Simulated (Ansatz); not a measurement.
**What DFT gives for CdNiCl$_{6}$**

```
CELL_PARAMETERS angstrom
6.35263 0.00000 0.00000
-3.17631 5.50154 0.00000
-3.17631 1.83385 5.87586
ATOMIC_POSITIONS crystal
Ni 0.50000 0.50000 0.50000
Cl 0.24200 0.11800 0.75100
Cl 0.88200 0.37300 0.75100
Cl 0.62700 0.75800 0.75100
Cl 0.75800 0.88200 0.24900
Cl 0.11800 0.62700 0.24900
Cl 0.37300 0.24200 0.24900
Cd 0.00000 0.00000 0.00000
```

The numbers come from plane-wave PAW DFT (Ansatz): PBE, no spin polarisation, 420 eV, 6×6×6 Γ-centred k points, gaussian occupations (width 0.1586 eV). Nothing was relaxed.

Problem. Is it stable against the elements?

Solution. -0.33 eV an atom against the elements' usual phases (free molecules for gases, crystals otherwise, with no correction for O₂ or N₂), so it is bound against them; other compounds may still compete. Relaxing would lower it.

Problem. Is the cell too large or too small?

Solution. The pressure is -0.6 GPa (compression positive), so with the atoms held at these fractions the cell would first shrink; the forces are large, so a full relaxation may end otherwise. The principal stresses -1.3, -0.2, -0.2 GPa differ, so its shape would change too.

Problem. Metal or insulator?

Solution. Counting bands on this mesh leaves a gap of 0.18 eV, but it is narrow, so a finer mesh and a narrower smearing would have to settle it.

Problem. Which atom feels the largest force, and which way?

Solution. The largest is on Cl3 (and as large on other atoms): 2.09 eV/Å, components (-1.39, 0.90, -1.28). It makes 163° with the line to a nearest neighbour, Cd8 at 2.45 Å, pointing away from it.

Problem. Describe some of the short contacts.

Solution. Cl–Cd at 2.45 Å: least valence density 0.44 e/Å³ and ELF 0.23 there. Ni–Cl at 2.52 Å: least valence density 0.30 e/Å³ and ELF 0.22 there. These are pseudo-fields; inside the PAW spheres they differ from the all-electron ones.

Origin: a known structure type with other elements, at an estimated volume, so it need not be a known compound. Caveats: no spin polarisation, so a magnetic state may lie lower; atoms or cell far from equilibrium; wide smearing; the gap is not wide against the smearing.
